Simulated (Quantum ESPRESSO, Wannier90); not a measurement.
**Tight-binding from DFT: TiS (P-6m2)**

```
TiS
1.0
    3.26717     0.00000     0.00000
   -1.63358     2.82945     0.00000
    0.00000     0.00000     3.21706
Ti S
1 1
Direct
  0.66667   0.33333   0.00000
  0.00000   0.00000   0.50000
```

Cell from Materials Project (mp-1018028), symmetrised, no further relaxation. Not found in the COD (Crystallography Open Database) copy used, which has the formula in other groups; not checked further. Level: PBEsol, no spin polarisation, no spin-orbit coupling; pw.x of Quantum ESPRESSO at 68 Ry with PseudoDojo potentials, 12×12×10 k-points, Wannier90. Density: 12×12×10 mesh, cold smearing 0.01 Ry. A non-magnetic state is assumed, with no Hubbard U on the 3d ions.

Energies are relative to the Fermi level.

**Bands.** No gap over 0.05 eV opens at the Fermi level at this level of theory. 4 filled groups are cut off by gaps; the highest, bands 6–8, spans -7.91 to -2.59 eV and is S 3p 73 %, Ti 3d 21 %.

**Model.** 8 functions (Ti d, S p) from bands 6-22, frozen to 1.50 eV, reach Ω_I = 10.61 Å² and follow pw.x to 0.9 meV rms (states up to 1.0 eV relative to the Fermi level).

**Frozen window.** Edge, Ω_I and misfit go -1.5 eV, 8.64 Å², 631 meV; 1.5 eV, 10.61 Å², 0.9 meV; 2.5 eV, 11.78 Å², 0.6 meV. Ω_I never falls as the edge rises, since each frozen state takes freedom from the choice of the smoothest subspace. The edges under the compared range leave its upper states unfrozen, and their misfit is the largest.

**Outer window.** The setting "outer window to 6.37 eV" raises Ω_I to 12.12 Å², as fewer states are left to mix in, and the misfit goes to 0.5 meV.

**Stops.** With the frozen window to 5.50 eV the program stops (More states in the frozen window than target WFs).
